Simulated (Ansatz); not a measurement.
TiRh:
```
CELL_PARAMETERS angstrom
      3.09111     0.00000     0.00000
      0.00000     3.09111     0.00000
      0.00000     0.00000     3.09111
ATOMIC_POSITIONS crystal
  Ti 0.50000 0.50000 0.50000
  Rh 0.00000 0.00000 0.00000
```

This is the r²SCAN-relaxed structure.

**Question.** All from plane-wave PAW r²SCAN (Ansatz code), unless another level is named. Estimate the density of states at the Fermi level.

**Answer.** 1.4 states/eV per atom (mean over ±0.08 eV).

**Question.** What about the formation energy from the elements (no fitted shifts)?

**Answer.** -74 kJ/mol-atom.

Space group Pm-3m (CsCl type). The workflow started from a Materials Project entry (that database holds measured and hypothetical structures alike); the Crystallography Open Database copy checked does not list it. COD files the formula under space group No. 123. Its standing as an ambient phase is unchecked. The r²SCAN relaxation kept the symmetry of its start. At this level the phase is mechanically unstable. The run is not spin-polarised. The references are the lowest solids computed at this level, not always the standard phases. Scalar-relativistic: spin–orbit coupling is off unless named, which matters more the heavier the elements.

Potentials: the later of the program's two PAW sets.
